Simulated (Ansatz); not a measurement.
Relaxed-ion elastic tensor of CdS (wurtzite, P6_3mc) in GPa (Voigt order), the program Ansatz at the r²SCAN level (PAW); density 4.72 g/cm³, 25.42 Å³ per atom.

```tsv
	1	2	3	4	5	6
1	84.2	51.8	44.5	0.0	0.0	0.0
2	51.8	84.2	44.5	0.0	0.0	0.0
3	44.5	44.5	92.6	0.0	0.0	0.0
4	0.0	0.0	0.0	14.8	0.0	0.0
5	0.0	0.0	0.0	0.0	14.8	0.0
6	0.0	0.0	0.0	0.0	0.0	16.2
```

Task: Is the crystal mechanically stable?

Result: Yes: the smallest eigenvalue of C is 14.8 GPa.

Task: Work out the Voigt, Reuss and Hill averages.

Result: K_V = 60.3, K_R = 60.3, K_H = 60.3; G_V = 17.2, G_R = 16.6, G_H = 16.9 GPa.

Task: Give Young's modulus, Poisson's ratio, Pugh's ratio and the universal anisotropy index.

Result: E = 9KG/(3K + G) = 46.3 GPa; ν = 0.37; K/G = 3.57 (ductile by the Pugh limit of 1.75); A_U = 5G_V/G_R + K_V/K_R − 6 = 0.16.

Task: Estimate the sound speeds and the Debye temperature.

Result: v_l = √((K + 4G/3)/ρ) = 4190 m/s, v_t = √(G/ρ) = 1890 m/s, mean 2130 m/s; Θ = (h/k)(3n/4πV)^(1/3) v_m = 216 K.

Task: Solve the Christoffel equation for the three sound speeds along x, y, z.

Result: Eigenvalues of C_ijkl n_j n_l equal ρv² (piezoelectric stiffening left out). In km/s, slowest first: x 1.77, 1.85, 4.22; y 1.77, 1.85, 4.22; z 1.77, 1.77, 4.43.

Task: How much does each axis shrink under pressure?

Result: Linear compressibilities β_i = Σ_j S_ij (j = 1 to 3): x 5.6, y 5.6, z 5.4 per TPa.

Symmetry was held in the r²SCAN relaxation.

Potentials: the earlier of the program's two PAW sets. The files were generated under PBE; for other functionals the program regenerates the frozen cores, and for LDA and PBEsol the local potential too.
